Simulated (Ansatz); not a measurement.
BPd$_{2}$:
```
CELL_PARAMETERS angstrom
      4.70033     0.00000     0.00000
      0.00000     5.08354     0.00000
      0.00000     0.00000     3.11513
ATOMIC_POSITIONS crystal
  B  0.50000 0.50000 0.50000
  B  0.00000 0.00000 0.00000
  Pd 0.75253 0.15553 0.50000
  Pd 0.24747 0.84447 0.50000
  Pd 0.25253 0.34447 0.00000
  Pd 0.74747 0.65553 0.00000
```

Relaxed with PBEsol. Special points in fractions of this cell's reciprocal vectors: Γ (0.000, 0.000, 0.000); X (0.500, 0.000, 0.000); S (0.500, 0.500, 0.000); Y (0.000, 0.500, 0.000); Z (0.000, 0.000, 0.500); U (0.500, 0.000, 0.500); R (0.500, 0.500, 0.500); T (0.000, 0.500, 0.500).

Task: List the band energies nearest the Fermi level at these points for PBEsol with spin–orbit coupling in the plane-wave PAW code Ansatz.

Result: In eV from the Fermi level; about four levels below and three above (degenerate sets whole), none deeper than 8.9 eV; points with the same levels are listed once.

```csv
k,below,above
Γ,-1.53 -1.53 -0.11 -0.11,0.71 0.71 1.56 1.56
X,-1.47 -1.47 -1.47 -1.47,2.33 2.33 2.33 2.33
S,-1.57 -1.57 -1.57 -1.57,4.29 4.29 4.29 4.29
Y,-2.02 -2.02 -2.02 -2.02,0.78 0.78 0.78 0.78
Z,-1.55 -1.55 -1.55 -1.55,1.45 1.45 1.45 1.45
U,-1.83 -1.83 -0.02 -0.02,0.04 0.04 2.82 2.82
R,-1.15 -1.15 -1.15 -1.15,1.90 1.90 1.90 1.90
T,-0.46 -0.46 -0.44 -0.44,1.91 1.91 1.92 1.92
```

Space group Pnnm. The workflow started from a Materials Project entry (that database holds measured and hypothetical structures alike); the Crystallography Open Database files this formula in space group No. 58, but the cells were not matched. Its standing as an ambient phase is unchecked. Symmetry was held in the PBEsol relaxation; whether a distortion lowers the energy is not shown. The run is not spin-polarised.

Potentials: the later of the program's two PAW sets.
